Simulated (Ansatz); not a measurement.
Below is a relaxed structure of MgGaC₄N₄. The cell was found from a structure generator's guess, not taken from experiment.

The calculation used Ansatz 0.2.0, DFT PBE, scalar-relativistic, plane waves, PAW. Cutoff 420 eV, Γ-centred mesh, Gaussian smearing, no spin polarisation.

```yaml
crystal:
  lattice:
    - [5.98725, 0.00000, 0.00000]
    - [0.00000, 5.98725, 0.00000]
    - [0.00000, 0.00000, 5.98725]
  atoms:
    - { symbol: Mg, position: [0.50000, 0.50000, 0.50000] }
    - { symbol: Ga, position: [0.00000, 0.00000, 0.00000] }
    - { symbol: C, position: [0.19002, 0.19002, 0.19002] }
    - { symbol: C, position: [0.19002, 0.80998, 0.80998] }
    - { symbol: C, position: [0.80998, 0.19002, 0.80998] }
    - { symbol: C, position: [0.80998, 0.80998, 0.19002] }
    - { symbol: N, position: [0.30305, 0.30305, 0.30305] }
    - { symbol: N, position: [0.30305, 0.69695, 0.69695] }
    - { symbol: N, position: [0.69695, 0.30305, 0.69695] }
    - { symbol: N, position: [0.69695, 0.69695, 0.30305] }
```

The zero of energy is the elements' standard structures at the same level (N₂ as a molecule); no fitted shifts are applied.

(1) Find its symmetry and describe it.

(2) How far does it lie from the elements in energy?

(3) Is it a metal?

(4) From what recipe could a structure generator have reached it?

Results:

(1) P-43m (No. 215). Conventional cell: a = 5.987 Å. Mg is surrounded by 4 N at 2.04 Å; around Ga lie 4 C at 1.97 Å; C has 1 N at 1.17 Å and 1 Ga at 1.97 Å; around N lie 1 C at 1.17 Å and 1 Mg at 2.04 Å.

(2) +0.23 eV/atom. It can't be a ground state, since the elements alone are lower.

(3) Yes, bands cross the Fermi level on the 6×6×6 mesh.

(4) One such recipe: two interpenetrating cyanide-bridged diamond nets (P-43m, No. 215). Other recipes can lead to the same cell.

The last run used a 6×6×6 mesh for its 10-atom cell and Gaussian smearing of 0.10 eV. An odd number of electrons in the primitive cell allows no gap without spin; a larger cell or a magnetic state could open one. The cell is a metal run without spin; a magnetic state may lie lower. The reference form of C is held partly by dispersion forces, which this level lacks. A structure relaxed within its symmetry needn't be a true minimum.
